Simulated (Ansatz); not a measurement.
Interlayer sliding in a free bilayer taken from bulk SnSe2 (CdI2 type): the upper half of the atoms below is shifted in the plane.

```xyz
6
Lattice="3.8258 0.0000 0.0000 1.9129 3.3133 0.0000 0.0000 0.0000 24.3830" Properties=species:S:1:pos:R:3 pbc="T T T"
Se     3.8258     2.2088     7.5000
Sn     0.0000     0.0000     9.0760
Se     1.9129     1.1044    10.6521
Se     3.8258     2.2088    13.7309
Sn     0.0000     0.0000    15.3070
Se     1.9129     1.1044    16.8830
```

In-plane vectors a = (3.826, 0.000) Å, b = (1.913, 3.313) Å, area 12.68 Å². The shift is s times the vector a (length 3.826 Å), so s = 1 restores the start. Atoms relax along the normal only. γ = [E(shift) − E(0)] / area.

Level of theory: r2SCAN+rVV10 (plane waves to 500 eV, PAW, scalar-relativistic; Ansatz, a program for electronic structure). k mesh 10×10×1 (Γ-centred), Fermi-Dirac smearing 0.05 eV. E is the zero-smearing estimate. SnSe2 was relaxed with its symmetry unable to fall. γ is measured from zero shift.

| s | γ (mJ/m²) |
|---|---|
| 0.000 | 0 |
| 0.083 | 9 |
| 0.167 | 29 |
| 0.250 | 50 |
| 0.333 | 66 |
| 0.417 | 76 |
| 0.500 | 79 |
| 0.583 | 76 |
| 0.667 | 66 |
| 0.750 | 50 |
| 0.833 | 29 |
| 0.917 | 9 |

### Question
Does γ have a local minimum between the ends of the line, and at which s?

### Answer
No computed point is one.

### Question
By a periodic cubic spline through the points, what shear stress does the steepest rise of γ from s = 0 correspond to?

### Answer
0.69 GPa. A slope of 1 mJ/m² per Å is 0.01 GPa.

(The slope of γ gives the shear force per area between the displaced halves; near zero shift its curvature is an elastic stiffness.)
